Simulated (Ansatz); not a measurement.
GaN in space group P4/nmm (No. 129; Ga on 2c, N on 2a) at seven volumes, DFT-r²SCAN in the program Ansatz with PAW potentials, shape and atoms relaxed at each. One row is withheld.

```
V (Å³/atom)  P (GPa)
-----------  -------
14.340          1.73
14.813          0.97
15.286          0.40
15.759          0.00
16.231             ?
16.704         -0.44
17.177         -0.51
```

**Question.** Fit the shown pressures and predict the withheld one.

**Answer.** P = (3/2)B₀(x^(7/2) − x^(5/2))[1 + (3/4)(B′ − 4)(x − 1)] with x = (V₀/V)^(2/3). Least squares on the six rows gives V₀ = 15.762 Å³/atom, B₀ = 10.9 GPa, B′ = 12.17. At V = 16.231, x = 0.9806 and P = -0.27 GPa. The run itself gave -0.25 GPa.

The cell is a constructed one: a structure type filled with these elements; neither database checked (COD, Materials Project) lists it. It is not the phase usual at ambient conditions (space group No. 186, 216). Symmetry was held in the r²SCAN relaxation; whether a distortion lowers the energy is not shown. A crystal of weakly bound layers computed without a dispersion correction: the cell and the soft elastic constants depend strongly on that.

Potentials: the later of the program's two PAW sets.
